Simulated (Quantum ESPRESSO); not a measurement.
```
O2Si
1.0
    4.94272     0.00000     0.00000
    0.00000     4.94272     0.00000
    0.00000     0.00000     7.07261
Si O
4 8
Direct
  0.69716   0.69716   0.50000
  0.80284   0.19716   0.75000
  0.30284   0.30284   0.00000
  0.19716   0.80284   0.25000
  0.88770   0.76174   0.31915
  0.73826   0.38770   0.56915
  0.11230   0.23826   0.81915
  0.26174   0.61230   0.06915
  0.38770   0.73826   0.43085
  0.23826   0.11230   0.18085
  0.61230   0.26174   0.93085
  0.76174   0.88770   0.68085
```
The cell was made here from a computed Materials Project entry: strained by +2 % along the unique axis and by -1 % across it, atoms relaxed (PBE without dispersion, pw.x of a modified build of Quantum ESPRESSO, symmetry kept). The parent is SiO2 in P4₁2₁2. Stability against distortions was not tested.

A lattice sum over point charges, one formal value an element (Si +4, O -2), with no Sternheimer factor, costs far less than a self-consistent run. Taken along the main axis of each site's self-consistent tensor, it gives:

```json
[
 {"site": "Si (atoms 1, 2, 3, 4)", "V along that axis, point charges (a.u.)": "-0.007"},
 {"site": "O (atoms 5, 6, 7, 8, 9, 10, …)", "V along that axis, point charges (a.u.)": "0.414"}
]
```

Question: How do the values of a PBE PAW density (pw.x of Quantum ESPRESSO, JTH datasets) with the all-electron reconstruction of Petrilli and co-workers compare?

Answer: 
```json
[
 {"site": "Si", "Vzz, PAW (a.u.)": "-0.064", "PAW over point charges": "9.8"},
 {"site": "O", "Vzz, PAW (a.u.)": "0.942", "PAW over point charges": "2.3"}
]
```
  Cores are frozen. Against all-electron runs on small test molecules, this scheme's |Vzz| missed by −6 % on Si, −2 to +6 % on O.
